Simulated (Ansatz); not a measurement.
**BN: ab initio molecular dynamics**

All numbers below come from DFT PBE, scalar-relativistic, plane waves, PAW (Ansatz 0.2.0). Cutoff 420 eV, shifted (0.5, 0.5, 0.5 steps) 2×2×2 k-points, Fermi–Dirac smearing of 0.02 eV. The mesh is coarse. No spin polarisation.

16 atoms, starting at 1.00 times the perfect crystal's volume (space group F-43m, the cell as given, not relaxed at this level); Langevin thermostat and barostat at 200 K (friction 0.005 fs⁻¹), target pressure 10 GPa; 140 steps of 1.5 fs. The run is short and not equilibrated. The steps keep the starting cell's plane waves.

First frame:

```
B N
1.0
    -3.62600    3.62600    0.00000
     0.00000    3.62600   -3.62600
    -3.62600    0.00000   -3.62600
B N
8 8
Direct
  0.00000 0.50000 0.50000
  0.00000 0.00000 0.50000
  0.00000 0.50000 0.00000
  0.00000 0.00000 0.00000
  0.50000 0.50000 0.50000
  0.50000 0.00000 0.50000
  0.50000 0.50000 0.00000
  0.50000 0.00000 0.00000
  0.37500 0.87500 0.37500
  0.37500 0.37500 0.37500
  0.37500 0.87500 0.87500
  0.37500 0.37500 0.87500
  0.87500 0.87500 0.37500
  0.87500 0.37500 0.37500
  0.87500 0.87500 0.87500
  0.87500 0.37500 0.87500
```

```yaml
Mean_temperature_over_the_second_half: 168 K
Mean_pressure_over_the_second_half_kinetic_part_included: 9.1 GPa
Mean_potential_energy_above_the_perfect_crystal_as_given_at_volume_ratio_1;_its_own_run_had_another_smearing_without_effect_beside_its_gap: 24 meV/atom
Mean_volume_over_the_second_half: 5.83 Å³/atom
Mean-square_drift_of_B_from_first_to_last_step_mean_shift_of_all_atoms_removed: 0.00 Å²
Mean-square_drift_of_N_from_first_to_last_step_mean_shift_of_all_atoms_removed: 0.00 Å²
```

Pair distribution functions g(r), second half of the run, up to half the cell's height:

| r (Å) | B-N |
| --- | --- |
| 1.35 | 0.0 |
| 1.45 | 0.2 |
| 1.55 | 14.4 |
| 1.65 | 0.8 |
| 1.75 | 0.0 |
| 1.85 | 0.0 |
| 1.95 | 0.0 |

Along the run (potential energy from its first value; pressure with the kinetic part):

```
t (fs) T (K)  ΔE_pot (meV/atom) P (GPa)
   0.0    188                0.0      0.0
   7.5     53               21.8      3.5
  15.0    144               15.7      9.8
  22.5     60               35.0     16.7
  30.0    205               22.1     18.3
  37.5    129               27.0     15.4
  45.0    151               17.0      9.4
  52.5    111               21.3      4.2
  60.0    107               22.5      2.6
  67.5    167               15.4      4.1
  75.0    171               14.5      8.6
  82.5    120               25.6     13.8
  90.0    112               31.1     17.0
  97.5    158               25.3     15.5
 105.0    167               20.8     11.0
 112.5    155               20.6      7.1
 120.0    165               18.1      3.5
 127.5    111               25.4      3.7
 135.0    211               17.5      8.4
 142.5    177               28.3     15.0
 150.0    143               38.4     19.4
 157.5    149               34.6     18.1
 165.0    174               22.5     11.6
 172.5    207               16.3      4.3
 180.0    140               23.9      0.3
 187.5    201               18.1      0.6
 195.0    118               30.6      6.5
 202.5    237               20.2     13.7
 210.0    194               31.6     18.5
```